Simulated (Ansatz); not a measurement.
GaIr$_{3}$N (anti-perovskite, Pm-3m) under volume change, PBEsol (plane waves, PAW; program Ansatz), scaled uniformly.

```csv
V (Å³/atom),E − E(relaxed) (meV/atom),P (GPa)
12.057,[?],[?]
12.454,45.9,19.63
12.852,10.8,8.95
13.249,0.0,0.00
13.647,9.6,-7.50
14.044,36.2,-13.76
14.442,[?],[?]
```

Problem. Fill in the missing entries.

Solution. 
- 12.057, E − E(relaxed) (meV/atom): 109.9
- 12.057, P (GPa): 32.35
- 14.442, E − E(relaxed) (meV/atom): 77.0
- 14.442, P (GPa): -18.97

Problem. What does a third-order Birch–Murnaghan fit give for V₀, B₀ and B′?

Solution. V₀ = 13.25 Å³/atom, B₀ = 272 GPa, B′ = 4.9.

The start of the workflow was typed in or built on a structure type; neither database checked (COD, Materials Project) lists it. Its standing as an ambient phase is unchecked. The PBEsol relaxation kept the symmetry of its start. At this level the phase is dynamically unstable (imaginary phonons). The workflow began spin-polarised and lost its moments. The volume moved by 17 % from the start of the relaxation. Its formation energy is positive at this level, so the cell may be metastable or incomplete. Scalar-relativistic: spin–orbit coupling is off unless named, which matters more the heavier the elements.

Potentials: the earlier of the program's two PAW sets. The files were generated under PBE; for other functionals the program regenerates the frozen cores, and for LDA and PBEsol the local potential too.
